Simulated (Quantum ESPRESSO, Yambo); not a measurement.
## Levels of theory for the gap of Ba$_{2}$MgH$_{6}$

Ba2MgH6 (space group P-3m1, No. 164): one geometry, one set of LDA (pw.x of Quantum ESPRESSO, ONCV potentials, scalar-relativistic) orbitals, self-energies from Yambo (3×3×4 Γ-centred k mesh, bands 5 to 179 and a 7 Ry block in the screening, 179 bands in G with the Bruneval-Gonze terminator, plasmon pole fitted at 27.2 eV).

The geometry is that of Materials Project entry mp-643370, symmetrised and not relaxed again.

```tsv
level	gap (0, 0.333, 0) → Γ (eV)	direct gap at Γ (eV)	rough Yambo cost
LDA (Quantum ESPRESSO)	2.60	2.70	–
exchange only (Hartree-Fock self-energy on LDA orbitals)	9.89	9.98	about 1/20 (8 states)
static COHSEX@LDA	5.09	5.14	within a factor of two (3 states)
G0W0@LDA, plasmon pole	4.32	4.41	1 (8 states)
```

Bare exchange has no screening and gives the widest gap; static COHSEX screens it but leaves out the frequency dependence, which G0W0 restores.

Costs are rough ratios of core time on shared machines.

Nearest settings tried, and what they do to the gap: 1 Ry block (27 vectors against 283): -263 meV; 3×3×2 mesh: -15 meV. Not varied: bands in G, bands in W. So the settings aren't converged at that level.

The structure is a Materials Project entry; no match was found in the copy of COD used, and its stability was not checked.
